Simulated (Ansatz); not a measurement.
CsCdCl3 (cubic perovskite)

```
CELL_PARAMETERS angstrom
      5.25786     0.00000     0.00000
      0.00000     5.25786     0.00000
      0.00000     0.00000     5.25786
ATOMIC_POSITIONS crystal
  Cs 0.00000 0.00000 0.00000
  Cd 0.50000 0.50000 0.50000
  Cl 0.00000 0.50000 0.50000
  Cl 0.50000 0.00000 0.50000
  Cl 0.50000 0.50000 0.00000
```

This relaxed cell (volume V₀) is scaled evenly in all directions, its shape held. Symmetry pins the atoms to their sites.

Calculation: r2SCAN (plane waves to 500 eV, PAW, scalar-relativistic; Ansatz, a quantum-chemistry and plane-wave program). k mesh 6×6×6 (Γ-centred), Fermi-Dirac smearing 0.05 eV. Stress and pressure are positive under compression. CsCdCl3 was relaxed with its symmetry unable to fall.

At one point of the scan the stress tensor (GPa) is:

```
   2.56     0.00     0.00
   0.00     2.56     0.00
   0.00     0.00     2.56
```

Problem. Which point is it?
A. V/V₀ = 0.900
B. V/V₀ = 0.940
C. V/V₀ = 0.980
D. V/V₀ = 0.960

Solution. B, V/V₀ = 0.940

(A scan under strain: stresses follow from slopes of the energy per volume, elastic moduli from its curvatures.)
